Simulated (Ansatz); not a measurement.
La2WN4 in space group I4/mmm (No. 139; La on 4e, W on 2a, N on 4e, N on 4c) under volume change, PBEsol (plane waves, PAW; program Ansatz), shape and atoms relaxed at each volume.

| V (Å³/atom) | E − E(relaxed) (meV/atom) | P (GPa) |
|---|---|---|
| 12.859 | 86.9 | 23.83 |
| 13.283 | (withheld) | (withheld) |
| 13.707 | 8.6 | 6.69 |
| 14.131 | 0.0 | 0.00 |
| 14.555 | 7.7 | -5.68 |
| 14.979 | 29.3 | -10.46 |
| 15.403 | (withheld) | (withheld) |

Question: What belongs in the gaps?

Answer: 
- 15.403, E − E(relaxed) (meV/atom): 62.4
- 15.403, P (GPa): -14.46
- 13.283, E − E(relaxed) (meV/atom): 36.5
- 13.283, P (GPa): 14.57

Question: What does a third-order Birch–Murnaghan fit give for V₀, B₀ and B′?

Answer: V₀ = 14.13 Å³/atom, B₀ = 204 GPa, B′ = 4.5.

The start of the workflow was typed in or built on a structure type; neither database checked (COD, Materials Project) lists it. Its standing as an ambient phase is unchecked. Symmetry was held in the PBEsol relaxation; its stability against distortions is not shown here. The workflow began spin-polarised and lost its moments. The cell computed holds one magnetic atom, so no antiferromagnetic order was within reach. Scalar-relativistic: spin–orbit coupling is off unless named, which matters more the heavier the elements.

Potentials: the later of the program's two PAW sets.
